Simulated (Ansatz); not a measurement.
A distorted cell of Zr (hcp, Mg type):

```
CELL_PARAMETERS angstrom
      3.23160     0.00000     0.00000
     -1.61580     2.79864     0.00000
      0.00000     0.00000     5.17363
ATOMIC_POSITIONS crystal
  Zr 0.33333 0.66667 0.75000
  Zr 0.63991 0.36009 0.20987
```

All values below come from PBE (plane waves to 420 eV, PAW, scalar-relativistic; Ansatz, a quantum-chemistry and plane-wave program). k mesh 13×13×7 (Γ-centred), Fermi-Dirac smearing 0.05 eV. The energy includes the smearing's −TS. Stress and pressure are positive under compression. With partly filled bands, energies and forces of such displacements shift with the k mesh and the smearing. The PAW data are Ansatz's earlier set. Zr is run without spin polarisation. Zr was relaxed with its symmetry unable to fall.

### Question
What forces act on the atoms (eV/Å, Cartesian)?

### Answer
```
atom      Fx      Fy      Fz
----  ------  ------  ------
Zr1   -0.097   0.056  -1.037
Zr2    0.097  -0.056   1.037
```

### Question
Give the stress tensor in GPa and the pressure.

### Answer
```
    1.6     -1.1      0.2
   -1.1      0.3     -0.1
    0.2     -0.1      2.5
```
The pressure, a third of the trace, is 1.4 GPa.

### Question
In it atom 2 sits (-0.130, 0.075, -0.208) Å away from its relaxed site. What is its energy relative to the relaxed cell?

### Answer
106 meV/cell.

(For displaced atoms, the force is minus the slope of the energy, and its curvature is a force constant, which sets phonon frequencies.)
